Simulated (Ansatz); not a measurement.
From three elastic constants to directional properties of SnTe

These are results of Ansatz, DFT PBEsol, scalar-relativistic, plane waves, PAW, not measurements. Cutoff 420 eV, 10×10×10 k-points (Γ-centred), Gaussian smearing of 0.01 eV. No spin polarisation.

Relaxed structure:
```cif
data_structure
_symmetry_space_group_name_H-M 'Fm-3m'
_symmetry_Int_Tables_number 225
_cell_length_a 6.2880
_cell_length_b 6.2880
_cell_length_c 6.2880
_cell_angle_alpha 90.000
_cell_angle_beta 90.000
_cell_angle_gamma 90.000
_cell_volume 248.63
loop_
_atom_site_label
_atom_site_type_symbol
_atom_site_symmetry_multiplicity
_atom_site_Wyckoff_symbol
_atom_site_fract_x
_atom_site_fract_y
_atom_site_fract_z
_atom_site_occupancy
Sn1 Sn 4 a 0.00000 0.00000 0.00000 1
Te1 Te 4 b 0.50000 0.00000 0.00000 1
```

With ions relaxed, on the cubic axes: C11 = 136.0, C12 = 3.0, C44 = 16.8 GPa. The density is 6.580 g/cm³.

**Question.** Is the crystal stable against strain, and how anisotropic is it?

**Answer.** Born's conditions hold: C11 + 2C12 = 142.1, C11 − C12 = 133.0 and C44 = 16.8 GPa are all positive. B = (C11 + 2C12)/3 = 47.4 GPa. The two shear moduli are C44 and C′ = (C11 − C12)/2 = 66.5 GPa, so Zener's ratio is A = C44/C′ = 0.25: the shear C44 is the soft one, as in NaCl, KCl, the halide perovskites and the bcc metals V, Nb, Cr and Mo. The Cauchy pressure C12 − C44 is -13.8 GPa; it would vanish for pair forces between atoms on inversion centres at zero pressure, and a negative value is usual with directional bonding, though many-body forces give one in some ionic oxides too.

**Question.** Give the sound speeds along the three symmetry directions.

**Answer.** The Christoffel equation gives ρv² for each branch:
| direction | branch | ρv² | GPa | v (m/s) |
| --- | --- | --- | --- | --- |
| [100] | L | C11 | 136.0 | 4547 |
| [100] | T (×2) | C44 | 16.8 | 1599 |
| [110] | L | (C11 + C12 + 2C44)/2 | 86.3 | 3622 |
| [110] | T, u ∥ [001] | C44 | 16.8 | 1599 |
| [110] | T, u ∥ [1-10] | (C11 − C12)/2 | 66.5 | 3179 |
| [111] | L | (C11 + 2C12 + 4C44)/3 | 69.8 | 3256 |
| [111] | T (×2) | (C11 − C12 + C44)/3 | 49.9 | 2755 |

**Question.** How does Young's modulus depend on direction?

**Answer.** Inverting gives S11 = 7.359, S12 = -0.160, S44 = 59.453 TPa⁻¹. Along a unit vector (l, m, n), 1/E = S11 − 2(S11 − S12 − S44/2)(l²m² + m²n² + n²l²), where the last bracket is 0, 1/4 and 1/3 for [100], [110] and [111]: E = 136, 54 and 45 GPa. With A < 1 the cube edge is stiffest. For a film on (001), the biaxial modulus is C11 + C12 − 2C12²/C11 = 139 GPa and the normal strain is −2C12/C11 = -0.04 times the in-plane one.

Cost: 2 runs of about 1.2 core-minutes in all, on Intel Xeon Platinum 8488C (Sapphire Rapids) (shared hosts).